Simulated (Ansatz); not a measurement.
**YTe under pressure**

All numbers below come from Ansatz, DFT LDA, scalar-relativistic, plane waves, PAW. Plane waves to 420 eV; Γ-centred k mesh 12×12×12; Fermi-Dirac smearing of 0.15 eV. No spin polarisation. Phonons by linear response, acoustic sum rule imposed.

Equilibrium structure at this level:
Space group Fm-3m (No. 225). a = 6.032 Å, b = 6.032 Å, c = 6.032 Å, α = 90.00°, β = 90.00°, γ = 90.00°
| atom | site | symmetry | x | y | z |
| --- | --- | --- | --- | --- | --- |
| Y | 4a | m-3m | 0.0000 | 0.0000 | 0.0000 |
| Te | 4b | m-3m | 0.5000 | 0.0000 | 0.0000 |

In a metal, frequencies and elastic constants depend on the k mesh and the smearing, soft modes and shear constants most. Spin–orbit coupling is left out, which matters for heavy elements.

Task: The cell is relaxed again at 3 and 10 GPa. How do volume, gap and optical modes at Γ (cm⁻¹, counted from the lowest optical one; a degenerate one stands once) change?

Result:
|  | 0 GPa | 3 GPa | 10 GPa |
| --- | --- | --- | --- |
| V/V0 | 1.000 | 0.963 | 0.897 |
| gap (eV) | 0.00 | 0.00 | 0.00 |
| mode 1 | 181 | 195 | 221 |